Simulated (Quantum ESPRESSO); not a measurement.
Space group P-3m1 (No. 164); a = 6.298 Å, b = 6.298 Å, c = 5.103 Å, α = 90.00°, β = 90.00°, γ = 120.00°

```json
[
 {"atom": "Li", "site": "1a", "symmetry": "-3m.", "x": "0.0000", "y": "0.0000", "z": "0.0000"},
 {"atom": "F", "site": "6i", "symmetry": ".m.", "x": "0.2683", "y": "0.1341", "z": "0.2819"},
 {"atom": "Al", "site": "1b", "symmetry": "-3m.", "x": "0.0000", "y": "0.0000", "z": "0.5000"},
 {"atom": "Cs", "site": "2d", "symmetry": "3m.", "x": "0.3333", "y": "0.6667", "z": "0.2287"}
]
```

The geometry is that of Materials Project entry mp-1206808, symmetrised and not relaxed again.

What does PBEsol (Quantum ESPRESSO, PseudoDojo norm-conserving, 84 Ry, no spin-orbit coupling) give for the electronic structure near the Fermi level?

The PBEsol gap is direct, 6.76 eV at Γ. 

The structure is a Materials Project entry; no match was found in the copy of COD used, and its stability was not checked.
